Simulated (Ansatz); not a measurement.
Ca:
```yaml
crystal:
  lattice:
    - [0.00000, 2.72726, 2.72726]
    - [2.72726, 0.00000, 2.72726]
    - [2.72726, 2.72726, 0.00000]
  atoms:
    - { symbol: Ca, position: [0.00000, 0.00000, 0.00000] }
```

Relaxed with PBEsol.

Q: List the phonon frequencies at the special points (DFPT on a 4×4×4 q-mesh, Fourier-interpolated; DFT-PBEsol in the program Ansatz with PAW potentials).

A: In cm⁻¹.

```
q  frequencies
-  -----------
Γ        0 0 0
X  131 131 170
U  115 137 160
K  115 137 160
L    78 78 159
W  110 152 152
```

Space group Fm-3m (fcc (Cu type)). The PBEsol relaxation kept the symmetry of its start. As this level gives no gap, phonon frequencies hold no LO–TO term and depend on the k-mesh and smearing (Fermi–Dirac, 0.1 eV here).

Potentials: the earlier of the program's two PAW sets. The files were generated under PBE; for other functionals the program regenerates the frozen cores, and for LDA and PBEsol the local potential too.
